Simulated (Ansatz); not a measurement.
# Pb (Fm-3m) under several functionals

Plane-wave DFT in Ansatz with scalar-relativistic PAW potentials. The same structure was relaxed (cell and atoms, symmetry kept) in separate runs at each level. No spin polarisation.

Question: How do the levels LDA, PBE, PBEsol, r2SCAN compare?

Answer:
| level | cutoff (eV) | k mesh | V (Å³/atom) | a (Å) |
| --- | --- | --- | --- | --- |
| LDA | 420 | 14×14×14 | 29.094 | 4.882 |
| PBEsol | 420 | 14×14×14 | 30.033 | 4.934 |
| r2SCAN | 500 | 14×14×14 | 31.166 | 4.996 |
| PBE | 420 | 14×14×14 | 31.989 | 5.039 |

The usual order of volumes, LDA < PBEsol < PBE, holds here (29.094, 30.033, 31.989 Å³/atom). As a rule LDA overbinds; PBEsol, built on the gradient expansion of slowly varying densities, lies between LDA and PBE; PBE's stronger gradient term for exchange weakens bonds. r2SCAN lies 2.6 % under PBE in volume.

Spin–orbit coupling is left out, which can shift energies with elements as heavy as these.

Cost: 4 runs of about 0.76 core-minutes in all, on Intel Xeon Processor @ 2.70GHz (shared hosts).